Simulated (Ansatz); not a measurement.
Problem. WC in space group P-6m2 (No. 187; W on 1a, C on 1f) is relaxed with plane-wave PAW PBE (Ansatz code). What lattice parameters of the conventional cell result?

Solution. a = 2.922 Å, c = 2.847 Å.

Problem. Is it a metal or does it have a gap at this level?

Solution. No gap at this level.

The PBE relaxation kept the symmetry of its start. No spin polarisation was allowed. Spin–orbit coupling is left out wherever it is not named.

Potentials: the earlier of the program's two PAW sets.
